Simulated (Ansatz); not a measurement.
K2PdC2:
```xyz
5
Lattice="5.1137 0.0000 0.0000 -2.5568 4.4286 0.0000 0.0000 0.0000 5.2599" Properties=species:S:1:pos:R:3 pbc="T T T"
K      2.5568     1.4762     3.7736
K      0.0000     2.9524     1.4863
Pd     0.0000     0.0000     0.0000
C      0.0000     0.0000     3.2610
C      0.0000     0.0000     1.9990
```

The program Ansatz at the r²SCAN level (PAW) gives a gap of 1.58 eV without spin–orbit coupling, maximum at A, minimum at L.

Q: What happens when spin–orbit coupling is switched on?

A: The gap falls by 0.10 eV, to 1.48 eV; maximum at A, minimum at L.

Q: Give the electron effective mass with spin–orbit coupling.

A: 0.21, 0.56, 0.93 mₑ (principal values).

Q: Give the hole effective mass with spin–orbit coupling.

A: 0.26, 19, 19 mₑ (principal values).

Space group P-3m1. The first step of the workflow began from a Materials Project structure, measured or hypothetical; the Crystallography Open Database copy checked does not list it. Its standing as an ambient phase is unchecked. The cell was relaxed with r²SCAN under the symmetry of its start; its stability against distortions is not shown here. No spin polarisation was allowed.

Potentials: the later of the program's two PAW sets.
